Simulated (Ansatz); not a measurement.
In PBEsol (plane waves, PAW; program Ansatz), MoN₂ in the trigonal phase (R3m; Mo on 3a, N on 3a, N on 3a) relaxes to a = 2.971 Å, c = 13.462 Å. N on 3a has 3 nearest neighbours from 2.03 Å (trigonal pyramidal); N on 3a has 3 nearest neighbours from 2.03 Å (trigonal pyramidal). Against the elements it lies at 34 kJ/mol-atom, with no fitted shifts.

Electronic character: metallic (no gap). The magnetic state found is ferromagnetic. The net moment is 0.29 μB per atom.

The start of the workflow was typed in or built on a structure type; neither database checked (COD, Materials Project) lists it. Its standing as an ambient phase is unchecked. The PBEsol relaxation kept the symmetry of its start; whether a distortion lowers the energy is not shown. Magnetic state: ferromagnetic, the only order run, not a proven ground state. The cell computed holds one magnetic atom, so no antiferromagnetic order was within reach. Its formation energy is positive at this level, so the cell may be metastable or incomplete. No Hubbard U is applied. A crystal of weakly bound layers computed without a dispersion correction: the cell and the soft elastic constants depend strongly on that. The references are the lowest solids computed at this level, not always the standard phases (solids in place of the gases). Spin–orbit coupling is left out wherever it is not named.

Potentials: the earlier of the program's two PAW sets. The files were generated under PBE; for other functionals the program regenerates the frozen cores, and for LDA and PBEsol the local potential too.
